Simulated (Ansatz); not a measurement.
Na3P:
```
Na3P
1.0
    4.92451     0.00000     0.00000
   -2.46225     4.26475     0.00000
    0.00000     0.00000     8.77174
Na P
6 2
Direct
  0.00000   0.00000   0.25000
  0.00000   0.00000   0.75000
  0.33333   0.66667   0.57963
  0.66667   0.33333   0.42037
  0.66667   0.33333   0.07963
  0.33333   0.66667   0.92037
  0.33333   0.66667   0.25000
  0.66667   0.33333   0.75000
```

Relaxed with PBEsol.

Problem. Map the electron localisation function on the plane through (0.000, 0.000, 0.250) spanned by u = [0, 0, 1] and v = [1, -1, 0] in lattice vectors, from PBEsol in the plane-wave PAW code Ansatz.

Solution. x is the fraction of u, y of v (the angle between them is 90°; rows are the nearest grid lines); atoms in the plane: Na at (0.00, 0.00), Na at (0.50, 0.00), Na at (0.33, 0.33), Na at (0.17, 0.67), Na at (0.83, 0.67), Na at (0.67, 0.33), P at (0.00, 0.33), P at (0.50, 0.67).
```
y \ x   0.000  0.100  0.175  0.275  0.375  0.450  0.550  0.625  0.725  0.825  0.900   1.00
------  -----  -----  -----  -----  -----  -----  -----  -----  -----  -----  -----  -----
1.00    0.166  0.263  0.024  0.058  0.026  0.579  0.579  0.026  0.058  0.024  0.263  0.166
0.925   0.595  0.027  0.053  0.087  0.021  0.363  0.363  0.021  0.087  0.053  0.027  0.595
0.850   0.031  0.061  0.048  0.150  0.475  0.329  0.329  0.475  0.150  0.048  0.061  0.031
0.775   0.120  0.021  0.145  0.046  0.764  0.844  0.844  0.764  0.046  0.145  0.021  0.120
0.700   0.040  0.565  0.408  0.042  0.826  0.431  0.431  0.826  0.042  0.408  0.565  0.040
0.625   0.052  0.522  0.499  0.034  0.824  0.551  0.551  0.824  0.034  0.499  0.522  0.052
0.550   0.499  0.031  0.042  0.059  0.744  0.841  0.841  0.744  0.059  0.042  0.031  0.499
0.450   0.850  0.796  0.492  0.023  0.025  0.254  0.254  0.025  0.023  0.492  0.796  0.850
0.375   0.043  0.843  0.438  0.612  0.616  0.022  0.022  0.616  0.612  0.438  0.843  0.043
0.300   0.002  0.842  0.426  0.617  0.605  0.024  0.024  0.605  0.617  0.426  0.842  0.002
0.225   0.848  0.807  0.525  0.038  0.050  0.050  0.050  0.050  0.038  0.525  0.807  0.848
0.150   0.266  0.453  0.353  0.058  0.062  0.040  0.040  0.062  0.058  0.353  0.453  0.266
0.0750  0.568  0.026  0.074  0.075  0.017  0.414  0.414  0.017  0.075  0.074  0.026  0.568
0.000   0.166  0.263  0.024  0.058  0.026  0.579  0.579  0.026  0.058  0.024  0.263  0.166
```

The density is the valence pseudo-density with augmentation charge, so density and ELF within about 1 Å of a nucleus are not all-electron values.

Space group P6_3/mmc. The workflow started from a Materials Project entry (that database holds measured and hypothetical structures alike); the Crystallography Open Database files this formula in space group No. 194, but the cells were not matched. Whether it is the stable phase at ambient conditions was not checked. Symmetry was held in the PBEsol relaxation; whether a distortion lowers the energy is not shown.

Potentials: the later of the program's two PAW sets.
